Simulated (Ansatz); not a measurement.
Cs2NaAlH6:
Space group Fm-3m (No. 225); a = b = c = 8.593 Å, α = β = γ = 90.00°

```
atom  site  symmetry       x       y       z
----  ----  --------  ------  ------  ------
Cs      8c      -43m  0.2500  0.2500  0.2500
Na      4b      m-3m  0.5000  0.5000  0.5000
Al      4a      m-3m  0.0000  0.0000  0.0000
H      24e      4m.m  0.0000  0.0000  0.2083
```
(The calculation used a cell of 10 atoms; values per cell refer to that cell.)

Relaxed with r²SCAN. The program Ansatz at the r²SCAN level (PAW) gives a gap of 2.74 eV.

Q: What gap does HSE06 give on the same cell (Ansatz, PAW)?

A: 3.16 eV, 0.42 eV more. The hybrid was solved on a coarser mesh and at special points; its gap is the smallest among all of these.

```json
[
 {"k": "Γ", "v1 r²SCAN": "-0.40", "c1 r²SCAN": "2.74", "v1 HSE06": "-0.43", "c1 HSE06": "3.16"},
 {"k": "X", "v1 r²SCAN": "0.00", "c1 r²SCAN": "4.38", "v1 HSE06": "?", "c1 HSE06": "?"},
 {"k": "L", "v1 r²SCAN": "-0.38", "c1 r²SCAN": "4.07", "v1 HSE06": "?", "c1 HSE06": "?"},
 {"k": "W", "v1 r²SCAN": "-0.20", "c1 r²SCAN": "4.96", "v1 HSE06": "?", "c1 HSE06": "?"},
 {"k": "K", "v1 r²SCAN": "-0.17", "c1 r²SCAN": "4.61", "v1 HSE06": "?", "c1 HSE06": "?"}
]
```

Q: Top valence (v1) and lowest conduction level (c1) in eV from each method's valence maximum (which need not be a listed point): supply the withheld HSE06 values.

A: 
- X, v1 HSE06: 0.00
- X, c1 HSE06: 4.85
- W, v1 HSE06: -0.22
- W, c1 HSE06: 5.47
- L, v1 HSE06: -0.42
- L, c1 HSE06: 4.53
- K, v1 HSE06: -0.19
- K, c1 HSE06: 5.10

Cost on shared cores: the r²SCAN run (SCF on a 6×6×6 mesh, then bands and DOS) roughly 60 core-seconds, the HSE06 run (SCF on 4×4×4, then a few points) very roughly 3 core-minutes; the tasks are unlike.

The workflow started from a Materials Project entry (that database holds measured and hypothetical structures alike); the Crystallography Open Database copy checked does not list it. Its standing as an ambient phase is unchecked. The r²SCAN relaxation kept the symmetry of its start; whether a distortion lowers the energy is not shown. Scalar-relativistic: spin–orbit coupling is off unless named, which matters more the heavier the elements.

Potentials: the later of the program's two PAW sets.
